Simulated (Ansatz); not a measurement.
## Hf$_{2}$N: strain energy, fitted

Hf$_{2}$N, P4_2/mnm, a = 5.296 Å, c = 3.227 Å. The structure is a Materials Project entry; whether it is the stable form wasn't checked. Ansatz: PBEsol, PAW, 420 eV, Γ-centred 8×8×12 mesh on 6 atoms, Gaussian smearing 0.10 eV; no spin polarisation. Series: biaxial strain in the a-b plane, c and atoms relaxed; x is the strain in per cent. y is the free energy over the unstrained cell, V0 = 15.084 Å³/atom.

| x (%) | y (meV/atom) |
| --- | --- |
| -3.0 | ? |
| -2.0 | 17.06 |
| -1.0 | 4.15 |
| 0.0 | 0.00 |
| 1.0 | 4.06 |
| 2.0 | 15.72 |
| 3.0 | 34.28 |

**Question.** Fit y = c2 x² + c3 x³ to the other rows, turn c2 into a modulus, and predict the missing energy.

**Answer.** Least squares on the rows shown. y = 4.0874 x² − 0.091386 x³. In eV per unit strain² c2 is 40.87; M is the biaxial modulus (E = M V0 ε²): 40.87 × 160.2 / (15.084) = 434 GPa. At x = -3.0 the fit asked for gives 39.25 meV/atom. The run gave 39.18 meV/atom, so the fit is 0.07 meV/atom too high, within twice the rms miss on the fitted rows (0.06 meV/atom).

Spin–orbit coupling is left out, which can shift energies with elements as heavy as these.